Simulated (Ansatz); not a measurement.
NaCl (rock salt), relaxed with PBEsol (Ansatz, an electronic-structure program, plane waves, PAW): a = 5.602 Å, b = 5.602 Å, c = 5.602 Å, α = 90.00°, β = 90.00°, γ = 90.00°.

- gap (eV): 5.01
- B₀ by P(V) fit (GPa): 25.9

Task: The same phase is relaxed and computed with HSE06 in the same code. What are the cell and these values now?

Result: a = b = c = 5.652 Å, α = β = γ = 90.00°.

- gap (eV): 6.45
- B₀ by P(V) fit (GPa): 25.0

All cells were relaxed under the symmetry of their starts (and spin orders); stability against distortions was not tested throughout.

Potentials: the earlier of the program's two PAW sets.

Ansatz is a plane-wave DFT program.
